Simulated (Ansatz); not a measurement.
BiPt, DFT, LDA, PAW with Ansatz's default frozen-core files, scalar-relativistic (Ansatz 0.2.0), run on 1 thread of Intel(R) Xeon(R) 6975P-C (Granite Rapids) on a shared host.

The cell is COD entry 9008911, as deposited and not checked against the literature; nothing was relaxed. The listed cell was then made from it by scaling, straining or moving an atom.

Command: `ansatz run input.yaml --threads 1 --pin off --max-ram 4096MiB --backend cpu --events-out ev --progress --plain --runs-dir out`

```yaml
crystal:
  lattice:
    - [4.2287001624, 0.0, 0.0]
    - [-2.1143500812, 3.6621617656, 0.0]
    - [0.0, 0.0, 5.49]
  atoms:
    - { symbol: Bi, position: [0.3333333333, 0.6666666667, 0.25] }
    - { symbol: Bi, position: [0.6666666667, 0.3333333333, 0.75] }
    - { symbol: Pt, position: [0.0, 0.0, 0.0] }
    - { symbol: Pt, position: [0.0, 0.0, 0.5] }
kpoints:
  mp_grid: { grid: [9, 9, 6] }
scf:
  occupations: { method: fermi_dirac, width: 0.05 }
hamiltonian:
  xc: lda
  pseudopotentials: { kind: paw }
output:
  forces: true
  stress: true
  eigenvalues: true
  efg: { contact_densities: true }
```

Task: How large is the problem that the program sets up?

Result: 48 irreducible k-points, 1657 plane waves at Γ, 40 bands.

Task: About how long does it take, and how much memory does it use?

Result: 5.2 s of wall time for 6 SCF iterations, with a peak of 0.55 GiB. Times on shared machines scatter by tens of per cent.

Task: And the same cell and mesh by all-electron PAW (datasets made for this crystal), asked for forces, stress, eigenvalues, efg, on the same hardware?

Result: 37 s, peak memory 0.87 GiB.
